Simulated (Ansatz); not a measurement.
A scan (energy against volume; even scaling of the relaxed cell, symmetry kept) gave these values. Level of theory: PBE (plane waves to 420 eV, PAW, scalar-relativistic; Ansatz, a program for electronic structure).

Bulk modulus B₀ (third-order Birch-Murnaghan fit): 174 GPa
Pressure derivative B₀′ (fit): 3.7
Equilibrium volume of the fit: 10.25 Å³/atom

### Question
Of these crystals, all scanned alike, which one is it?
(A) LaB₆ (CaB6 type, space group Pm-3m)
(B) Yb (fcc, Cu type)
(C) Mg₂Ge (anti-fluorite)

### Answer
A, LaB₆ (CaB6 type, space group Pm-3m). The others have, for the bulk modulus: Yb 19.1 GPa, Mg2Ge 49.7 GPa

All were relaxed with their symmetry unable to fall. LaB6 is run without spin polarisation. The relaxed volume of Yb is well below the measured one. Yb is run without spin polarisation. The f-shell state is unchecked: a lower one may exist. (This holds for the magnetic or f-shell members.)

(A scan under strain: stresses follow from slopes of the energy per volume, elastic moduli from its curvatures.)
